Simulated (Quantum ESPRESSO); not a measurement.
```yaml
crystal:
  lattice:
    - [0.00000, 2.18399, 2.18399]
    - [2.18399, 0.00000, 2.18399]
    - [2.18399, 2.18399, 0.00000]
  atoms:
    - { symbol: Al, position: [0.00000, 0.00000, 0.00000] }
    - { symbol: N, position: [0.75000, 0.75000, 0.75000] }
```
The geometry is a computed Materials Project entry, not a measured one. It is AlN in F-43m. Stability against distortions was not tested.

With PBE (σ by GIPAW in a modified build of Quantum ESPRESSO; JTH PAW datasets, 25 Ha):

| quantity | PBE |
|---|---|
| σ_iso Al (ppm) | 435.0 |
| σ_iso N (ppm) | 105.4 |

Shieldings are absolute and leave out the bulk-susceptibility term; a larger σ means a smaller chemical shift. By our sweeps, such settings leave a few ppm in absolute σ. No d partial waves on Al: the paramagnetic term there is incompletely reconstructed.

Q: What does the LDA, on its own JTH datasets and the same geometry, give?

A: 
| quantity | LDA | LDA − PBE |
|---|---|---|
| σ_iso Al (ppm) | 417.5 | -17.5 |
| σ_iso N (ppm) | 95.2 | -10.2 |
